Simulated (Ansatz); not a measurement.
An Ansatz (a quantum-chemistry and plane-wave program) run. Input:

Ansatz 0.2 input:
```yaml
crystal:
  lattice:
    - [-4.0513279205, 4.0513279205, 4.0513279205]
    - [4.0513279205, -4.0513279205, 4.0513279205]
    - [4.0513279205, 4.0513279205, -4.0513279205]
  atoms:
    - { symbol: Sn, position: [0.5, 0.75, 0.25] }
    - { symbol: Sn, position: [0.25, 0.5, 0.75] }
    - { symbol: Sn, position: [0.75, 0.5, 0.25] }
    - { symbol: Sn, position: [0.5, 0.25, 0.75] }
    - { symbol: Sn, position: [0.25, 0.75, 0.5] }
    - { symbol: Sn, position: [0.75, 0.25, 0.5] }
kpoints:
  mp_grid: { grid: [5, 5, 5] }
  band_path:
    path:
      - [[0.0, 0.0, 0.0], [0.5, -0.5, 0.5], [0.0, 0.0, 0.5], [0.0, 0.0, 0.0], [0.25, 0.25, 0.25], [0.5, -0.5, 0.5]]  # Γ-H-N-Γ-P-H
      - [[0.25, 0.25, 0.25], [0.0, 0.0, 0.5]]  # P-N
    npoints: 12
hamiltonian:
  xc: r2scan
  pseudopotentials: { azcp: { folder: ./paw }, kind: paw_fr }
magnetization: { noncollinear: true, spin_orbit: true }
scf:
  n_extra_bands: 12
  convergence: { dr2_threshold: 0.0000000001 }
  occupations: { method: gaussian, width: 0.05 }
output: { eigenvalues: true }
```

Output (shortened):

```
Pseudopotential: Sn, paw, valence charge 14
Functional definition: r2SCAN
non-collinear run that drives no moment, with spin-orbit …
Crystal: 6 atoms, lattice volume = 265.982 Å³
Basis set: ecut = 500 eV, 6819 PW (Γ), exchange–correlation on 216×216×216 points (64 copies of the dense FFT grid, shifted against one another)
Bands: 96, of which v1, the nominal top of the filled ones, is band 84 counted from 1 (83 counted from 0)
Symmetry: 48 space group operations + 48 with time reversal
k-points: 10 of 125
Projection manifold: j_resolved (fully-relativistic pseudo-atomic orbitals)
iter 1 solved again at ethr=1.43e-3 eV; its pass at ethr=3.10e-3 eV (dr2=1.20e0 eV) is discarded
SCF iter   1: F=—  HF=-36169.763290 eV  |F-HF|=—  |Δ(HF+E_count)|=         —  Δρ=1.91e-2  dr2=1.21e0  dr2_τ=2.90e-3  dr2_m=0.00e0 (ungated)  ethr=1.43e-3  |M|=0.00e0 ∫|m|=0.00e0 μB  |m|>n=0.0e0 m-floor=0.0e0 τ_xc=0.0e0  β_m=0.30  ⟨swp⟩=1.1  Hψ=2853  notcnv=0
preconditioner: auto → Resta (q_TF=auto, 2.251 Å⁻¹)
spin=Noncollinear: Resta preconditioning applied to the charge; magnetization (m_x, m_y, m_z) channels mix plain (no charge-response kernel on spin).
SCF iter   2: F=—  HF=-36169.824122 eV  |F-HF|=—  |Δ(HF+E_count)|=   6.08e-2  Δρ=1.45e-2  dr2=6.89e-1  dr2_τ=1.03e-3  dr2_m=0.00e0 (ungated)  ethr=1.43e-3  |M|=0.00e0 ∫|m|=0.00e0 μB  |m|>n=0.0e0 m-floor=0.0e0 τ_xc=0.0e0  β_m=0.65  ⟨swp⟩=2.0  Hψ=540  notcnv=0
SCF iter   3: F=—  HF=-36169.860843 eV  |F-HF|=—  |Δ(HF+E_count)|=   3.67e-2  Δρ=1.01e-3  dr2=8.58e-3  dr2_τ=2.95e-5  dr2_m=0.00e0 (ungated)  ethr=8.20e-4  |M|=0.00e0 ∫|m|=0.00e0 μB  |m|>n=0.0e0 m-floor=0.0e0 τ_xc=0.0e0  β_m=0.75  ⟨swp⟩=3.2  Hψ=652  notcnv=0
SCF iter   4: F=—  HF=-36169.865967 eV  |F-HF|=—  |Δ(HF+E_count)|=   5.12e-3  Δρ=5.72e-4  dr2=1.74e-3  dr2_τ=1.97e-6  dr2_m=0.00e0 (ungated)  ethr=1.02e-5  |M|=0.00e0 ∫|m|=0.00e0 μB  |m|>n=0.0e0 m-floor=0.0e0 τ_xc=0.0e0  β_m=0.87  ⟨swp⟩=3.0  Hψ=941  notcnv=0  defer=4
SCF iter   5: F=—  HF=-36169.867617 eV  |F-HF|=—  |Δ(HF+E_count)|=   1.65e-3  Δρ=1.57e-4  dr2=7.88e-5  dr2_τ=8.02e-7  dr2_m=0.00e0 (ungated)  ethr=2.07e-6  |M|=0.00e0 ∫|m|=0.00e0 μB  |m|>n=0.0e0 m-floor=0.0e0 τ_xc=0.0e0  β_m=0.88  ⟨swp⟩=2.0  Hψ=599  notcnv=0  defer=4
SCF iter   6: F=—  HF=-36169.867796 eV  |F-HF|=—  |Δ(HF+E_count)|=   1.79e-4  Δρ=4.64e-5  dr2=1.10e-5  dr2_τ=2.64e-8  dr2_m=0.00e0 (ungated)  ethr=9.38e-8  |M|=0.00e0 ∫|m|=0.00e0 μB  |m|>n=0.0e0 m-floor=0.0e0 τ_xc=0.0e0  β_m=0.94  ⟨swp⟩=2.1  Hψ=888  notcnv=0  defer=4
SCF iter   7: F=—  HF=-36169.867858 eV  |F-HF|=—  |Δ(HF+E_count)|=   6.14e-5  Δρ=1.86e-5  dr2=9.57e-7  dr2_τ=9.02e-9  dr2_m=0.00e0 (ungated)  ethr=1.31e-8  |M|=0.00e0 ∫|m|=0.00e0 μB  |m|>n=0.0e0 m-floor=0.0e0 τ_xc=0.0e0  β_m=0.91  ⟨swp⟩=2.8  Hψ=913  notcnv=0  defer=4
SCF iter   8: F=—  HF=-36169.867831 eV  |F-HF|=—  |Δ(HF+E_count)|=   2.61e-5  Δρ=3.74e-6  dr2=3.76e-8  dr2_τ=5.84e-11  dr2_m=0.00e0 (ungated)  ethr=1.14e-9  |M|=0.00e0 ∫|m|=0.00e0 μB  |m|>n=0.0e0 m-floor=0.0e0 τ_xc=0.0e0  β_m=0.95  ⟨swp⟩=2.7  Hψ=905  notcnv=0  defer=4
SCF iter  10: F=-36169.867832 eV  HF=-36169.867832 eV  |F-HF|=1.75e-10  |Δ(HF+E_count)|=   6.50e-9  Δρ=5.35e-8  dr2=6.46e-12  dr2_τ=6.35e-14  dr2_m=0.00e0 (ungated)  ethr=1.00e-12  |M|=0.00e0 ∫|m|=0.00e0 μB  |m|>n=0.0e0 m-floor=0.0e0 τ_xc=0.0e0  ⟨swp⟩=8.0  Hψ=1671  notcnv=0
SCF 1 converged in 10 iterations: F = -36169.867832 eV  dr2 = 6.46e-12
NSCF: frozen V_eff on 74 k-points
SCF converged after 10 iterations
Magnetization: |M| = 0.0000 μB,  M = (+0.0000, +0.0000, +0.0000) μB
Absolute magnetization: 0.0000 μB (∫|m|)
  site 0: m = (+0.0000, +0.0000, +0.0000) μB, |m| = 0.0000 μB  (R = 1.18 Å)
  site 1: m = (+0.0000, +0.0000, +0.0000) μB, |m| = 0.0000 μB  (R = 1.18 Å)
  site 2: m = (+0.0000, +0.0000, +0.0000) μB, |m| = 0.0000 μB  (R = 1.18 Å)
  site 3: m = (+0.0000, +0.0000, +0.0000) μB, |m| = 0.0000 μB  (R = 1.18 Å)
  site 4: m = (+0.0000, +0.0000, +0.0000) μB, |m| = 0.0000 μB  (R = 1.18 Å)
  site 5: m = (+0.0000, +0.0000, +0.0000) μB, |m| = 0.0000 μB  (R = 1.18 Å)
Free energy (F): -36169.867832 eV
Harris-Foulkes:  -36169.867832 eV  (|F-HF|=1.75e-10)
Internal energy: -36169.867820 eV  (E = F + TS)
E sigma→0 (E₀):  -36169.867826 eV
Entropy (-TS):   -0.000012 eV (-0.002 meV/atom)
Fermi energy:    5.176249 eV
--- Per-component energies (eV) ---
  E_band       = -1012.736390
  E_kinetic    = 1001.890409
  E_local      = -10231.096347  (includes V_loc(G=0)·N_el)
  E_nonlocal   = 869.802645
  E_hartree    = 4913.877398
  E_xc         = -686.988657
  E_vxc        = -505.166770  (∫ρ·V_xc dr)
  E_paw        = -26312.571832  (= ΣΔE_a)
  E_vpaw       = -2009.518840  (= ΣTr[D̂ρ^β])
  E_aug_tail   = 0.000582  (compensation charges beyond the density's cutoff)
  E_vtau       = 33.597198  (kinetic-family band-sum trace: ∫τ·v_τ [+ j·A + Jᵃ·Aᵃ] dr)
  E_ewald      = -5729.261171
  E_core_change = 4.479154  (= ΣΔE_core)
  E_smearing   = -0.000012  (= −TS)
  E_closure    = 0.000000  (closes the sum)
  Σ components = -36169.867832   (vs F -36169.867832, Δ=0.00e0)
  [band-id]    e_kinetic+e_local+e_nonlocal+2·e_hartree+e_vxc+e_vpaw+e_augmentation_tail+e_vtau = -1012.736328   (vs E_band -1012.736390, Δ=6.23e-5)
--- Band table (eV; the first three rows and the last of 10) ---
  k-point 0: bands = ["-17.7289", "-17.7289", "-17.7289", "-17.7289", "-17.7196", "-17.7196", "-17.7062", "-17.7062", "-17.6920", "-17.6920", "-17.6705", "-17.6705", "-17.6705", "-17.6705", "-17.6542", "-17.6542", "-17.6408", "-17.6408", "-17.6408", …
  k-point 1: bands = ["-17.7319", "-17.7319", "-17.7290", "-17.7290", "-17.7153", "-17.7153", "-17.7080", "-17.7080", "-17.6888", "-17.6888", "-17.6761", "-17.6761", "-17.6733", "-17.6733", "-17.6519", "-17.6519", "-17.6397", "-17.6397", "-17.6333", …
  k-point 2: bands = ["-17.7358", "-17.7358", "-17.7285", "-17.7285", "-17.7115", "-17.7115", "-17.7055", "-17.7055", "-17.6899", "-17.6899", "-17.6856", "-17.6856", "-17.6672", "-17.6672", "-17.6562", "-17.6562", "-17.6344", "-17.6344", "-17.6214", …
  k-point 9: bands = ["-17.7478", "-17.7478", "-17.7117", "-17.7117", "-17.7094", "-17.7094", "-17.7051", "-17.7051", "-17.7010", "-17.7010", "-17.6716", "-17.6716", "-17.6708", "-17.6708", "-17.6587", "-17.6587", "-17.6287", "-17.6287", "-17.6254", …
```

Cost: roughly 10 core-minutes on shared cores.

Space group Im-3m. The start of the workflow was typed in or built on a structure type; the Crystallography Open Database copy checked does not list it. It is not the phase usual at ambient conditions (space group No. 141). The cell was relaxed with r²SCAN under the symmetry of its start; its stability against distortions is not shown here. The volume moved by 33 % from the start of the relaxation.

Potentials: the earlier of the program's two PAW sets.

Ansatz is a plane-wave DFT program.
